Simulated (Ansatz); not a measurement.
CaO:
```xyz
2
Lattice="0.0000 2.3540 2.3540 2.3540 0.0000 2.3540 2.3540 2.3540 0.0000" Properties=species:S:1:pos:R:3 pbc="T T T"
Ca     0.0000     0.0000     0.0000
O      2.3540     2.3540     2.3540
```

Relaxed with LDA. Special points in fractions of this cell's reciprocal vectors: Γ (0.000, 0.000, 0.000); X (0.500, 0.000, 0.500); U (0.625, 0.250, 0.625); K (0.375, 0.375, 0.750); L (0.500, 0.500, 0.500); W (0.500, 0.250, 0.750).

**Question.** List the band energies nearest the valence-band maximum at these points for LDA in the plane-wave PAW code Ansatz.

**Answer.** In eV from the valence-band maximum; about four levels below and three above (degenerate sets whole), none deeper than 8.9 eV; points with the same levels are listed once.

```json
[
 {"k": "Γ", "below": "0.00 0.00 0.00", "above": "5.09 6.27 6.27 6.27"},
 {"k": "X", "below": "-1.27 -0.36 -0.36", "above": "3.45 8.50 9.24"},
 {"k": "U", "below": "-1.42 -1.21 -0.84", "above": "5.10 8.24 9.02"},
 {"k": "L", "below": "-2.85 -1.35 -1.35", "above": "7.26 8.65 8.65"},
 {"k": "W", "below": "-1.41 -1.07 -1.07", "above": "6.39 6.39 8.82"}
]
```

Space group Fm-3m (rock salt). The cell was relaxed with LDA under the symmetry of its start; phonons on a q-mesh show no instability.

Potentials: the later of the program's two PAW sets.
